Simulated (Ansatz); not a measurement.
## Property card for PtSeS4

All numbers below come from Ansatz, DFT PBE, scalar-relativistic, plane waves, PAW.

Plane waves to 420 eV, a k mesh through Γ of 6×6×12 on the computed 6-atom cell and Gaussian smearing (0.10 eV); no spin polarisation.

The structure is relaxed at this level of theory with its symmetry kept, and needn't be the ground state of this composition.

Space group P-6m2 (No. 187), hexagonal, a = 6.561 Å, c = 3.173 Å. Pt has 6 S at 2.42 Å; Se has 2 Se at 3.17 Å, 15 S at 3.64–3.79 Å and 3 Pt at 3.79 Å; around S on a site of symmetry -6m2 lie 6 S at 2.52 Å; S on a site of symmetry mm2 is surrounded by 2 Pt at 2.42 Å, 2 S at 2.52 Å, 4 S at 3.17 Å, 2 S at 3.39 Å and 4 Se at 3.64 Å.

| Item | Value |
| --- | --- |
| Volume per atom | 19.72 Å³ |
| Formation energy from the elements' standard states (uncorrected) | +0.634 eV/atom |
| Kohn–Sham band gap | none (metal) |
| Density of states at the Fermi level | 5.4 states/eV per cell |
| Orbital (Löwdin) character within 0.5 eV of the Fermi level | S 3p 47 %, Se 4p 38 %, Pt 5d 10 % |
| Bader charge by site (e) | Pt (1 in the cell) 0.31, Se (1 in the cell) -0.02, S (1 in the cell) 0.04, S (3 in the cell) -0.11 |

Spin-orbit coupling is left out, which matters for the bands of heavy elements.

Another cell of PtSeS4 relaxed alike, in P-3m1, lies 0.68 eV/atom lower, so this cell isn't the stable form at this level.

The cell was found from a structure generator's guess, not taken from experiment. Löwdin shares on free-atom orbitals overweight diffuse shells.
